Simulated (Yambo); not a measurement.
# Optical response of BeO at +1 % isotropic strain

```
BeO
1.0
    2.71780     0.00000     0.00000
   -1.35890     2.35369     0.00000
    0.00000     0.00000     4.41290
Be O
2 2
Cartesian
  0.00000   1.56912   4.41229
  1.35890   0.78456   2.20584
  0.00000   1.56912   1.66648
  1.35890   0.78456   3.87293
```

Yambo, RPA with local fields on PBEsol bands shifted by a G0W0 scissor of 2.72 eV; 21×21×12 mesh, 25 bands, 4 Ry local-field block, 0.2 eV broadening; field along x.

```tsv
E (eV)	Im ε	Re ε	Im ε, independent particles
0.0	0.00	2.68	0.00
0.5	0.00	2.68	0.00
1.0	0.00	2.69	0.00
1.5	0.00	2.70	0.00
2.0	0.01	2.71	0.01
2.5	0.01	2.72	0.01
3.0	0.01	2.74	0.01
3.5	0.01	2.76	0.01
4.0	0.01	2.79	0.01
4.5	0.01	2.82	0.02
5.0	0.02	2.86	0.02
5.5	0.02	2.91	0.02
6.0	0.02	2.96	0.02
6.5	0.03	3.02	0.03
7.0	0.03	3.09	0.03
7.5	0.04	3.18	0.04
8.0	0.05	3.28	0.05
8.5	0.06	3.41	0.06
9.0	0.08	3.57	0.08
9.5	0.11	3.80	0.11
10.0	0.25	4.14	0.25
10.5	0.61	4.33	0.59
11.0	0.85	4.42	0.82
11.5	1.09	4.62	1.05
12.0	1.42	4.90	1.38
12.5	2.04	5.44	2.06
13.0	3.49	5.13	3.66
13.5	4.37	4.38	4.82
14.0	4.69	3.04	5.20
14.5	4.31	2.16	4.67
15.0	3.75	1.62	3.98
15.5	3.40	1.39	3.64
16.0	2.72	1.12	2.90
16.5	2.39	1.74	2.72
17.0	2.85	2.27	3.63
17.5	3.33	1.88	4.39
18.0	3.43	1.54	4.62
18.5	3.40	1.35	4.49
19.0	3.71	1.03	4.51
19.5	3.43	0.50	3.81
20.0	3.45	0.25	3.62
```

Peak heights and small wiggles depend on the k mesh. Convergence of the RPA response with its 21×21×12 mesh was not tested. The scissor comes from a G0W0 run whose convergence isn't established. No excitonic effects at this level.

Geometry strained from the cell relaxed with PBEsol, atoms relaxed again.
